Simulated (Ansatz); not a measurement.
A distorted cell of Sn (beta-Sn type, space group I4_1/amd):

```xyz
2
Lattice="-2.9735 2.9735 1.6061 2.9735 -2.9735 1.6061 2.9735 2.9735 -1.6061" Properties=species:S:1:pos:R:3 pbc="T T T"
Sn     0.0000     2.9735     0.8030
Sn    -0.6505    -0.6505     0.0000
```

Computed with PBE (plane waves to 420 eV, PAW, scalar-relativistic; Ansatz, a quantum-chemistry and plane-wave program). k mesh 13×13×13 (Γ-centred), Fermi-Dirac smearing 0.05 eV. The energy includes the smearing's −TS. Stress and pressure are positive under compression. With partly filled bands, energies and forces of such displacements shift with the k mesh and the smearing. Sn was relaxed with its symmetry unable to fall. The PAW data are Ansatz's earlier set.

Problem. What forces act on the atoms (eV/Å, Cartesian)?

Solution. 
```json
[
 {"atom": "Sn1", "Fx": "-2.440", "Fy": "-2.440", "Fz": "0.000"},
 {"atom": "Sn2", "Fx": "2.440", "Fy": "2.440", "Fz": "0.000"}
]
```

Problem. What is the stress tensor (GPa)?

Solution. 
```
   17.9     -8.4      5.9
   -8.4     17.9     -5.9
    5.9     -5.9      7.7
```
The pressure, a third of the trace, is 14.5 GPa.

Problem. In it atom 2 sits (-0.651, -0.651, 0.000) Å away from its relaxed site. What is its energy relative to the relaxed cell?

Solution. 1511 meV/cell.

(A displaced cell: forces are minus the slopes of the energy, force constants its curvatures, and phonons follow from these.)
